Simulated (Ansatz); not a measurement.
SnS2 (fluorite, Fm-3m) at seven volumes, plane-wave PAW PBE (Ansatz code), scaled uniformly. One row is withheld.

```tsv
V (Å³/atom)	P (GPa)
20.768	7.24
21.453	?
22.138	2.00
22.823	0.00
23.507	-1.66
24.192	-3.05
24.877	-4.23
```

Task: Fit the shown pressures and predict the withheld one.

Result: P = (3/2)B₀(x^(7/2) − x^(5/2))[1 + (3/4)(B′ − 4)(x − 1)] with x = (V₀/V)^(2/3). Least squares on the six rows gives V₀ = 22.825 Å³/atom, B₀ = 60.7 GPa, B′ = 4.94. At V = 21.453, x = 1.0422 and P = 4.39 GPa. The run itself gave 4.39 GPa.

A made-up cell: these elements were put on the sites of a structure type; neither database checked (COD, Materials Project) lists it. It is not the phase usual at ambient conditions (space group No. 164). Symmetry was held in the PBE relaxation; its stability against distortions is not shown here. Spin–orbit coupling is left out wherever it is not named.

Potentials: the later of the program's two PAW sets.
